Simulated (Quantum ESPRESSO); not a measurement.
Ta3Y3SnMg, input and log of a self-consistent run

Simulated, not a measurement. The program is pw.x of Quantum ESPRESSO 7.5 (plane-wave density functional theory). The cell is made up: eight metal atoms on a hexagonal close-packed lattice, with elements, volume, strain and displacements drawn at random and not relaxed, so it may be unstable or far from any real phase. PseudoDojo standard norm-conserving files set the functional (PBE unless stated); there is no spin polarisation or spin-orbit coupling, the Fermi-Dirac width of 0.25 eV means electrons at about 2900 K, and the masses in the input are unused placeholders. The tin pseudopotential is less sure than most, with forces differing by about three percent from a second method on plain tin. Heavy elements are run without spin-orbit coupling, which real alloys of them have. A spin test at this wide smearing found no moment, but such smearing suppresses magnetism that the real alloy may have.

Input:

```
&control calculation='scf', pseudo_dir='./dojo.nc.sr.pbe.v0_5.standard.upf', outdir='./o', disk_io='medium', tprnfor=.true., tstress=.true. /
&system ibrav=0, nat=8, ntyp=4, nbnd=64, ecutwfc=84.00895049, nosym=.true., tot_charge=0,
 occupations='smearing', smearing='fd', degauss=0.0183746611
/
&electrons conv_thr=1.470e-08, electron_maxstep=70, mixing_beta=0.5 /
ATOMIC_SPECIES
Mg 1.0 Mg.upf
Sn 1.0 Sn.upf
Ta 1.0 Ta.upf
Y 1.0 Y.upf
CELL_PARAMETERS angstrom
0.0341 -0.0068 5.3399
6.3803 -0.007 0.041
-3.1962 5.5147 -0.0275
ATOMIC_POSITIONS angstrom
Ta -0.0483 -0.0204 0.0292
Y -1.4851 2.7986 -0.0041
Sn 3.3911 0.1194 -0.0025
Ta 1.5628 2.7969 -0.0405
Y -0.0317 1.9042 2.7542
Y -1.5635 4.448 2.6642
Ta 3.2686 1.7793 2.7704
Mg 1.5902 4.5831 2.6213
K_POINTS automatic
5 4 4 1 1 1
```

The log is shortened where brackets say so; the opening notice, blank lines, dates and the lines on written files are dropped, and the path of the files is cut. It prints rydbergs, bohrs and kilobars, and counts compression as positive stress. Its total energy is the free energy E - TS of the whole cell.

```
     Program PWSCF v.7.5
     Parallel version (MPI & OpenMP), running on       1 processor cores
     Number of MPI processes:                 1
     Threads/MPI process:                     1
     [start-up lines left out]
     bravais-lattice index     =            0
     lattice parameter (alat)  =      10.0912  a.u.
     unit-cell volume          =    1267.0623 (a.u.)^3
     number of atoms/cell      =            8
     number of atomic types    =            4
     number of electrons       =        96.00
     number of Kohn-Sham states=           64
     kinetic-energy cutoff     =      84.0090  Ry
     charge density cutoff     =     336.0358  Ry
     scf convergence threshold =      1.5E-08
     mixing beta               =       0.5000
     number of iterations used =            8  plain     mixing
     Exchange-correlation= PBE
                           (   1   4   3   4   0   0   0)
     [axes and pseudopotential details left out]
   Cartesian axes
     site n.     atom                  positions (alat units)
         1        Ta     tau(   1) = (  -0.0090449  -0.0038202   0.0054682  )
         2        Y      tau(   2) = (  -0.2781079   0.5240811  -0.0007678  )
         3        Sn     tau(   3) = (   0.6350359   0.0223595  -0.0004682  )
         4        Ta     tau(   4) = (   0.2926585   0.5237627  -0.0075843  )
         5        Y      tau(   5) = (  -0.0059363   0.3565909   0.5157665  )
         6        Y      tau(   6) = (  -0.2927895   0.8329567   0.4989126  )
         7        Ta     tau(   7) = (   0.6120959   0.3332014   0.5188002  )
         8        Mg     tau(   8) = (   0.2977895   0.8582563   0.4908789  )
     number of k points=    40  Fermi-Dirac smearing, width (Ry)=  0.0184
                       cart. coord. in units 2pi/alat
        k(    1) = (   0.1041789   0.1819168   0.0995685), wk =   0.0500000
        k(    2) = (   0.1044427   0.4241521   0.0998753), wk =   0.0500000
     [further k points left out]
     Dense  grid:   131781 G-vectors     FFT dimensions: (  60,  72,  72)
     Estimated max dynamical RAM per process >     227.96 MB
     Initial potential from superposition of free atoms
     starting charge      95.9815, renormalised to      96.0000
     Starting wfcs are   74 randomized atomic wfcs
     total cpu time spent up to now is       25.8 secs
     per-process dynamical memory:   130.6 Mb
     Self-consistent Calculation
     iteration #  1     ecut=    84.01 Ry     beta= 0.50
     Davidson diagonalization with overlap
     ethr =  1.00E-02,  avg # of iterations =  2.9
     Threshold (ethr) on eigenvalues was too large:
     Diagonalizing with lowered threshold
     Davidson diagonalization with overlap
     ethr =  8.57E-04,  avg # of iterations =  2.9
     total cpu time spent up to now is      161.8 secs
     total energy              =    -911.18897783 Ry
     estimated scf accuracy    <       0.84772956 Ry
     iteration #  2     ecut=    84.01 Ry     beta= 0.50
     Davidson diagonalization with overlap
     ethr =  8.83E-04,  avg # of iterations =  6.1
     total cpu time spent up to now is      254.9 secs
     total energy              =    -911.17381855 Ry
     estimated scf accuracy    <       3.65299590 Ry
     iteration #  3     ecut=    84.01 Ry     beta= 0.50
     Davidson diagonalization with overlap
     ethr =  8.83E-04,  avg # of iterations =  4.0
     total cpu time spent up to now is      340.4 secs
     total energy              =    -911.53291432 Ry
     estimated scf accuracy    <       0.73234141 Ry
     iteration #  4     ecut=    84.01 Ry     beta= 0.50
     Davidson diagonalization with overlap
     ethr =  7.63E-04,  avg # of iterations =  1.9
     total cpu time spent up to now is      409.8 secs
     total energy              =    -911.59232701 Ry
     estimated scf accuracy    <       0.08850772 Ry
     iteration #  5     ecut=    84.01 Ry     beta= 0.50
     Davidson diagonalization with overlap
     ethr =  9.22E-05,  avg # of iterations =  7.0
     total cpu time spent up to now is      491.4 secs
     total energy              =    -911.59988470 Ry
     estimated scf accuracy    <       0.03734476 Ry
     [iterations 6 to 12 left out]
     iteration # 13     ecut=    84.01 Ry     beta= 0.50
     Davidson diagonalization with overlap
     ethr =  8.89E-10,  avg # of iterations =  2.4
     total cpu time spent up to now is     1027.8 secs
     total energy              =    -911.60768075 Ry
     estimated scf accuracy    <       0.00000175 Ry
     iteration # 14     ecut=    84.01 Ry     beta= 0.50
     Davidson diagonalization with overlap
     ethr =  8.89E-10,  avg # of iterations =  2.0
     total cpu time spent up to now is     1092.3 secs
     total energy              =    -911.60768093 Ry
     estimated scf accuracy    <       0.00000031 Ry
     iteration # 15     ecut=    84.01 Ry     beta= 0.50
     Davidson diagonalization with overlap
     ethr =  3.28E-10,  avg # of iterations =  1.1
     total cpu time spent up to now is     1143.0 secs
     total energy              =    -911.60768096 Ry
     estimated scf accuracy    <       0.00000002 Ry
     iteration # 16     ecut=    84.01 Ry     beta= 0.50
     Davidson diagonalization with overlap
     ethr =  2.58E-11,  avg # of iterations =  4.0
     total cpu time spent up to now is     1200.3 secs
     total energy              =    -911.60768096 Ry
     estimated scf accuracy    <       0.00000008 Ry
     iteration # 17     ecut=    84.01 Ry     beta= 0.50
     Davidson diagonalization with overlap
     ethr =  2.58E-11,  avg # of iterations =  2.0
     total cpu time spent up to now is     1271.8 secs
     End of self-consistent calculation
     [lines on levels left out]
!    total energy              =    -911.60768097 Ry
     estimated scf accuracy    <          3.2E-09 Ry
     smearing contrib. (-TS)   =      -0.13912680 Ry
     internal energy E=F+TS    =    -911.46855416 Ry
     The total energy is F=E-TS. E is the sum of the following terms:
     one-electron contribution =    -263.03771485 Ry
     hartree contribution      =     164.38030604 Ry
     xc contribution           =    -196.43977340 Ry
     ewald contribution        =    -616.37137195 Ry
     convergence has been achieved in  17 iterations
     Forces acting on atoms (cartesian axes, Ry/au):
     atom    1 type  3   force =     0.02606843    0.00803461   -0.00322695
     atom    2 type  4   force =    -0.04161242    0.00048143    0.01490953
     atom    3 type  2   force =    -0.03716313   -0.01193301    0.00474352
     atom    4 type  3   force =     0.06092506   -0.01206588   -0.00065805
     atom    5 type  4   force =     0.05062552   -0.06643098   -0.01908003
     atom    6 type  4   force =    -0.03043216    0.07138997    0.00040357
     atom    7 type  3   force =    -0.04977272    0.01575104   -0.00015353
     atom    8 type  1   force =     0.02136142   -0.00522718    0.00306193
     Total force =     0.157143     Total SCF correction =     0.000265
     Computing stress (Cartesian axis) and pressure
          total   stress  (Ry/bohr**3)                   (kbar)     P=       -1.83
   0.00000045  -0.00006160   0.00001301            0.07       -9.06        1.91
  -0.00006160   0.00006146  -0.00001396           -9.06        9.04       -2.05
   0.00001301  -0.00001396  -0.00009914            1.91       -2.05      -14.58
     init_run     :     24.37s CPU     25.61s WALL (       1 calls)
     electrons    :   1189.72s CPU   1246.03s WALL (       1 calls)
     forces       :     13.60s CPU     13.78s WALL (       1 calls)
     stress       :     42.91s CPU     44.42s WALL (       1 calls)
     [timing details left out]
     PWSCF        :  21m11.02s CPU  22m13.05s WALL
     JOB DONE.
```

In other units: free energy -12403.054 eV for the cell, pressure -0.18 GPa, largest force component 1.836 eV/Å in size. The run took 1334 s of wall time with one process on a shared machine (AMD EPYC, Zen 5, virtual cores), so the time is rough. A rerun of this cell at a higher cutoff and on a denser mesh moved values by no more than 0.007 eV in energy, 0.03 GPa in stress and 0.005 eV/Å in force, and a second program with other atomic files agreed on that cell to 2 % rms in force and 0.5 GPa in pressure.